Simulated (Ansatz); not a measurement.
As:
```
CELL_PARAMETERS angstrom
      1.82405    -5.69802     0.00000
      1.82405     5.69802     0.00000
      0.00000     0.00000     4.74107
ATOMIC_POSITIONS crystal
  As 0.10431 0.89569 0.07375
  As 0.89569 0.10431 0.92625
  As 0.39569 0.60431 0.57375
  As 0.60431 0.39569 0.42625
```

This is the r²SCAN-relaxed structure. Cartesian axes are those of the cell as given.

All from r²SCAN in the plane-wave PAW code Ansatz, unless another level is named. Estimate the band gap.

0.19 eV (direct).

What about the valence-band maximum?

at Y (k = 0.500, 0.500, 0.000).

Space group Cmce. The workflow started from a Materials Project entry (that database holds measured and hypothetical structures alike); the Crystallography Open Database files this formula in space group No. 64, but the cells were not matched. It is not the phase usual at ambient conditions (space group No. 166). The r²SCAN relaxation kept the symmetry of its start; whether a distortion lowers the energy is not shown. A crystal of weakly bound layers computed without a dispersion correction: the cell and the soft elastic constants depend strongly on that. Scalar-relativistic: spin–orbit coupling is off unless named, which matters more the heavier the elements.

Potentials: the later of the program's two PAW sets.
